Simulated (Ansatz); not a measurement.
MoSe2:
```xyz
6
Lattice="6.2065 0.0000 0.0000 0.0000 6.2065 0.0000 0.0000 0.0000 3.3729" Properties=species:S:1:pos:R:3 pbc="T T T"
Mo     0.0000     0.0000     0.0000
Mo     3.1032     3.1032     1.6865
Se     1.7757     1.7757     0.0000
Se     4.8789     1.3276     1.6865
Se     1.3276     4.8789     1.6865
Se     4.4308     4.4308     0.0000
```

Relaxed with PBE. Special points in fractions of this cell's reciprocal vectors: Γ (0.000, 0.000, 0.000); X (0.000, 0.500, 0.000); M (0.500, 0.500, 0.000); Z (0.000, 0.000, 0.500); R (0.000, 0.500, 0.500); A (0.500, 0.500, 0.500).

Question: List the band energies nearest the Fermi level at these points for PBE in the plane-wave PAW code Ansatz.

Answer: In eV from the Fermi level; about four levels below and three above (degenerate sets whole), none deeper than 8.9 eV; points with the same levels are listed once.

| k | below | above |
|---|---|---|
| Γ | -0.54 -0.54 -0.36 -0.36 | 0.36 0.60 1.16 |
| X | -1.39 -1.39 -0.69 -0.69 | 0.78 0.78 0.90 0.90 |
| M | -0.47 -0.47 -0.35 -0.35 | 1.67 1.67 2.34 2.34 |
| Z | -3.01 -3.01 -2.43 -2.43 | 0.34 0.34 1.00 1.00 |
| R | -1.40 -1.40 -1.34 -1.34 | 1.01 1.01 1.33 1.33 |
| A | -2.21 -2.21 -1.41 -1.41 | 0.06 0.06 0.13 0.13 |

Space group P4_2/mnm. A made-up cell: these elements were put on the sites of a structure type; neither database checked (COD, Materials Project) lists it. It is not the phase usual at ambient conditions (space group No. 194). Symmetry was held in the PBE relaxation; its stability against distortions is not shown here. No spin polarisation was allowed. Spin–orbit coupling is left out wherever it is not named.

Potentials: the later of the program's two PAW sets.
